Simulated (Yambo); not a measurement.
## Optical response of Rb$_{2}$KScF$_{6}$

```xyz
10
Lattice="0.0000 4.5994 4.5994 4.5994 0.0000 4.5994 4.5994 4.5994 0.0000" Properties=species:S:1:pos:R:3 pbc="T T T"
F      2.0367     4.5994     4.5994
F      7.1622     4.5994     4.5994
F      4.5994     2.0367     4.5994
F      4.5994     7.1622     4.5994
F      4.5994     4.5994     2.0367
F      4.5994     4.5994     7.1622
K      4.5994     4.5994     4.5994
Sc     0.0000     0.0000     0.0000
Rb     6.8992     6.8992     6.8992
Rb     2.2997     2.2997     2.2997
```

Yambo, RPA with local fields on LDA bands shifted by a G0W0 scissor of 3.87 eV; 4×4×4 mesh, 154 bands, 3 Ry local-field block, 0.2 eV broadening; field along x.

```
E (eV)  Im ε  Re ε  Im ε, independent particles
------  ----  ----  ---------------------------
0.0     0.00  1.83                         0.00
0.4     0.00  1.83                         0.00
0.8     0.00  1.83                         0.00
1.1     0.00  1.83                         0.00
1.5     0.00  1.83                         0.00
1.9     0.00  1.84                         0.00
2.2     0.00  1.84                         0.00
2.6     0.00  1.85                         0.00
3.0     0.00  1.85                         0.00
3.4     0.00  1.86                         0.01
3.8     0.01  1.87                         0.01
4.1     0.01  1.88                         0.01
4.5     0.01  1.89                         0.01
4.9     0.01  1.90                         0.01
5.2     0.01  1.92                         0.01
5.6     0.01  1.94                         0.01
6.0     0.01  1.95                         0.01
6.4     0.01  1.98                         0.01
6.8     0.01  2.00                         0.02
7.1     0.02  2.03                         0.02
7.5     0.02  2.06                         0.02
7.9     0.02  2.10                         0.03
8.2     0.03  2.14                         0.03
8.6     0.03  2.19                         0.04
9.0     0.04  2.26                         0.05
9.4     0.05  2.34                         0.07
9.8     0.08  2.45                         0.10
10.1    0.15  2.58                         0.20
10.5    0.26  2.80                         0.36
10.9    0.60  2.76                         0.86
11.2    0.63  3.01                         1.80
11.6    1.46  2.95                         1.89
12.0    1.38  2.26                         1.23
12.4    0.97  2.26                         0.88
12.8    1.26  2.60                         1.41
13.1    1.65  2.31                         1.91
13.5    1.83  2.20                         2.22
13.9    2.00  1.73                         2.04
14.2    2.05  1.23                         1.85
14.6    1.65  0.95                         1.43
15.0    1.31  0.79                         1.09
15.4    1.12  0.80                         0.91
15.8    0.80  0.80                         0.68
16.1    0.59  1.07                         0.55
16.5    0.67  1.23                         0.67
16.9    0.64  1.21                         0.59
17.2    0.59  1.37                         0.59
17.6    0.76  1.45                         0.80
18.0    0.80  1.37                         0.93
18.4    0.73  1.34                         0.88
18.8    0.77  1.43                         1.03
19.1    0.90  1.53                         1.15
19.5    0.95  1.20                         1.36
19.9    0.79  1.19                         1.34
```

Peak heights and small wiggles depend on the k mesh. Convergence of the RPA response with its 4×4×4 mesh was not tested. The scissor comes from a G0W0 run whose convergence isn't established. No excitonic effects at this level.

Geometry of the Materials Project entry, not relaxed at this level.

The structure is a Materials Project entry; no match was found in the copy of COD used, and its stability was not checked.
